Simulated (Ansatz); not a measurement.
Theory: DFT PBE, scalar-relativistic, plane waves, PAW (Ansatz). All cells share a 420 eV cutoff and Γ-centred k meshes spaced about 0.3 Å⁻¹ or finer (0.25 for metals, 2π included). No spin polarisation.

These are static total energies at zero pressure.

Two relaxed structures of Ti₃H₂:

1.

Space group I4/mmm (No. 139). a = 2.948 Å, b = 2.948 Å, c = 13.195 Å, α = 90.00°, β = 90.00°, γ = 90.00°
| atom | site | symmetry | x | y | z |
| --- | --- | --- | --- | --- | --- |
| Ti | 4e | 4mm | 0.5000 | 0.5000 | 0.1552 |
| Ti | 2a | 4/mmm | 0.0000 | 0.0000 | 0.0000 |
| H | 4d | -4m2 | 0.0000 | 0.5000 | 0.2500 |

2.

Space group P6_3/mcm (No. 193). a = 5.151 Å, b = 5.151 Å, c = 4.774 Å, α = 90.00°, β = 90.00°, γ = 120.00°
| atom | site | symmetry | x | y | z |
| --- | --- | --- | --- | --- | --- |
| Ti | 6g | m2m | 0.0000 | 0.6756 | 0.7500 |
| H | 4d | 3.2 | 0.6667 | 0.3333 | 0.5000 |

Problem. Which form is favoured at zero pressure, and by what margin per atom?

Solution. Cell 1 is lower, by 25 meV/atom. Cell 1 has space group I4/mmm (No. 139), 11.5 Å³/atom and no gap on its mesh; cell 2 has space group P6_3/mcm (No. 193), 11.0 Å³/atom and no gap. Counting H atoms around Ti (those within 1.25 times the shortest such distance or 1.15 times the sum of covalent radii, 1.27 where that leaves under three; the shortest distance is added where it exceeds 1.18 times the sum of covalent radii; a slash parts the counts of unlike sites), cell 1 has Ti 4/8 from 3.6 Å and cell 2 has Ti 4. The lower one is the more open, so pressure narrows the difference. Both come from trial cells of a structure search, whose lowest cell (C2, 11.5 Å³/atom) lies 31 meV/atom below the lower of the two.

For metals, differences of a few meV/atom aren't resolved. With hydrogen, zero-point motion can shift such differences by 10 meV/atom or more. Trial moments fell under 0.15 μB along the way in I4/mmm and P6_3/mcm; another start might hold them. With atoms moved at random, cell 1 came back. Cell 2 had no clear such test and can be a saddle point. Some candidate types were left out of the draw beforehand, so a known form may be missing.
